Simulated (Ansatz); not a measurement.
ZnCu$_{2}$SnS$_{4}$ (I-4), relaxed with HSE06 (Ansatz, an electronic-structure program, plane waves, PAW): a = 5.4518 Å, b = 5.4518 Å, c = 10.8814 Å, α = 90.00°, β = 90.00°, γ = 90.00°.

```
Quantity              Value
--------------------  -----
gap (eV)               1.44
B₀ by P(V) fit (GPa)   70.4
```

Problem. The same phase is relaxed and computed with r²SCAN in the same code. What are the cell and these values now?

Solution. a = b = 5.414 Å, c = 10.821 Å, α = β = γ = 90.00°.

* **gap (eV)**: 0.47
* **B₀ by P(V) fit (GPa)**: 77.1

All cells were relaxed under the symmetry of their starts (and spin orders); stability against distortions was not tested throughout. Rows with no word on spin ran without spin polarisation. Spin–orbit coupling is left out wherever it is not named.

Potentials: the later of the program's two PAW sets.

Ansatz is a plane-wave DFT program.
